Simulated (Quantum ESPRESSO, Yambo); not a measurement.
## Levels of theory for the gap of HgZnS2

HgZnS2 (space group R3m, No. 160): one geometry, one set of LDA (pw.x of Quantum ESPRESSO, ONCV potentials, scalar-relativistic) orbitals, self-energies from Yambo (4×4×4 Γ-centred k mesh, bands 9 to 182 and a 8 Ry block in the screening, 182 bands in G with the Bruneval-Gonze terminator, plasmon pole fitted at 27.2 eV).

Cell and atoms were relaxed with LDA from Materials Project entry mp-1215447, within its symmetry.

```csv
level,gap Γ → Γ (eV),rough Yambo cost
LDA (Quantum ESPRESSO),0.32,–
exchange only (Hartree-Fock self-energy on LDA orbitals),6.99,about 1/10 (8 states)
static COHSEX@LDA,1.69,within a factor of two (2 states)
"G0W0@LDA, plasmon pole",1.29,1 (8 states)
```

Bare exchange has no screening and gives the widest gap; static COHSEX screens it but leaves out the frequency dependence, which G0W0 restores.

Costs are rough ratios of core time on shared machines.

Convergence of the G0W0 settings was not tested.

Without spin-orbit coupling, band edges of such heavy elements can be off by tenths of an eV. So small a LDA gap in heavy elements may be inverted, where one-shot corrections to single bands mislead.

The structure is a Materials Project entry; no match was found in the copy of COD used, and its stability was not checked.
